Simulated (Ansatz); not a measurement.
ZnCu:
```cif
data_CuZn
_chemical_formula_sum 'Cu1 Zn1'
_space_group_name_H-M_alt 'Pm-3m'
_space_group_IT_number 221
_space_group_name_Hall '-P 4 2 3'
_cell_length_a 2.91857
_cell_length_b 2.91857
_cell_length_c 2.91857
_cell_angle_alpha 90.000
_cell_angle_beta 90.000
_cell_angle_gamma 90.000
loop_
_atom_site_label
_atom_site_type_symbol
_atom_site_symmetry_multiplicity
_atom_site_Wyckoff_symbol
_atom_site_fract_x
_atom_site_fract_y
_atom_site_fract_z
_atom_site_occupancy
Cu1 Cu 1 a 0.00000 0.00000 0.00000 1
Zn1 Zn 1 b 0.50000 0.50000 0.50000 1
```

Relaxed with r²SCAN.

**Question.** Decompose the optical modes at the zone centre into irreducible representations, and say which are infrared and Raman allowed.

**Answer.** Point group m-3m: Γ_opt = T1u. Infrared: T1u. Raman: none.

**Question.** Assign frequencies (DFPT, r²SCAN (plane waves, PAW; program Ansatz)).

**Answer.** T1u 209 cm⁻¹.

The cell was relaxed with r²SCAN under the symmetry of its start; of distortions, only those at the zone centre were tested. The run is not spin-polarised. As this level gives no gap, phonon frequencies hold no LO–TO term and depend on the k-mesh and smearing (Fermi–Dirac, 0.1 eV here).

Potentials: the later of the program's two PAW sets.
